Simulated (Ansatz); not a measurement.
A surface is cut from this relaxed crystal of Mg:

```cif
data_structure
_symmetry_space_group_name_H-M 'R-3m:H'
_symmetry_Int_Tables_number 166
_cell_length_a 3.1877
_cell_length_b 3.1877
_cell_length_c 23.1256
_cell_angle_alpha 90.000
_cell_angle_beta 90.000
_cell_angle_gamma 120.000
_cell_volume 203.51
loop_
_atom_site_label
_atom_site_type_symbol
_atom_site_symmetry_multiplicity
_atom_site_Wyckoff_symbol
_atom_site_fract_x
_atom_site_fract_y
_atom_site_fract_z
_atom_site_occupancy
Mg1 Mg 3 a 0.00000 0.00000 0.00000 1
Mg2 Mg 6 c 0.33333 0.66667 0.88869 1
```

Miller indices refer to the conventional cell of R-3m (No. 166), a = 3.188 Å, b = 3.188 Å, c = 23.126 Å, α = 90.00°, β = 90.00°, γ = 120.00°.

The (001) slab of 4 planes, 7.7 Å thick with 15 Å of vacuum as cut; outer planes Mg (top) and Mg (bottom).

Method: Ansatz 0.2.0, DFT r2SCAN, scalar-relativistic, plane waves, PAW. Cutoff 500 eV; k points 12×12×1 on the computed 4-atom cell (Γ-centred); Gaussian smearing, width 0.10 eV; no spin polarisation. The cell repeats along c with a dipole correction in the vacuum.

Results for the relaxed slab:

For the relaxed slab, the surface energy (mean of both faces) is 0.61 J/m² and the work function is 3.92 eV.

Relaxation lowers the energy by 0.009 J/m² a face; the largest move is 0.085 Å.

```tsv
plane (bottom to top)	atoms	spacing to next, bulk (Å)	relaxed (Å)	change (%)
1	Mg	2.574	2.638	+2.5
2	Mg	2.560	2.603	+1.7
3	Mg	2.574	2.638	+2.5
4	Mg
```

The reference crystal is a form of Mg, which isn't its usual structure.